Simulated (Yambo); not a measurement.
## Bethe-Salpeter results for K₂PdCl₄

```
CELL_PARAMETERS angstrom
      7.05765     0.00000     0.00000
      0.00000     7.05765     0.00000
      0.00000     0.00000     4.09635
ATOMIC_POSITIONS crystal
  Cl 0.23222 0.76778 0.00000
  Cl 0.76778 0.23222 0.00000
  Cl 0.23222 0.23222 0.00000
  Cl 0.76778 0.76778 0.00000
  K  0.50000 0.00000 0.50000
  K  0.00000 0.50000 0.50000
  Pd 0.00000 0.00000 0.00000
```

The geometry is that of Materials Project entry mp-22956, symmetrised and not relaxed again.

BSE in Yambo on PBEsol (pw.x of Quantum ESPRESSO, ONCV potentials, without SOC) bands: 4×4×6 mesh, 16 valence and 5 conduction bands, static screening with 107 bands and a 3 Ry block, scissor 2.54 eV, Tamm-Dancoff; field along x.

| state | energy (eV) | states within 2 meV | relative strength | class | main transitions |
|---|---|---|---|---|---|
| 1 | 1.45 | 1 | < 0.01 | dark | several band pairs |
| 2 | 1.63 | 2 | < 0.01 | dark | several band pairs |
| 3 | 1.87 | 1 | < 0.01 | dark | several band pairs |
| 4 | 3.15 | 1 | 0.16 | dark | VB−4 → CB (99 %) |
| 5 | 3.36 | 2 | < 0.01 | dark | several band pairs |
| 6 | 3.39 | 2 | 1.00 | dark | several band pairs |
| 7 | 3.49 | 1 | < 0.01 | dark | VB → CB (75 %) |
| 8 | 3.50 | 1 | 0.01 | dark | VB → CB (73 %) |
| 9 | 3.54 | 1 | < 0.01 | dark | VB−2 → CB (74 %) |
| 10 | 3.56 | 1 | < 0.01 | dark | several band pairs |

These are vertical excitations (zero momentum); the indirect quasiparticle gap, about 3.75 eV, is smaller than the direct one (4.00 eV on the GW mesh). The direct quasiparticle gap on this mesh is 4.00 eV; counted from there, state 1 is bound by 2.55 eV. Convergence with the mesh was not shown.

Spin singlets only. Strengths are relative to the strongest of the lowest states of this run; strong means a line over 3 % of the spectrum's maximum, dark under 0.03 %. Absolute energies carry the error of the G0W0 scissor, whose convergence isn't established; the long-wavelength screening was taken along (1,1,1) although the crystal is anisotropic.

Spin-orbit splittings are left out.
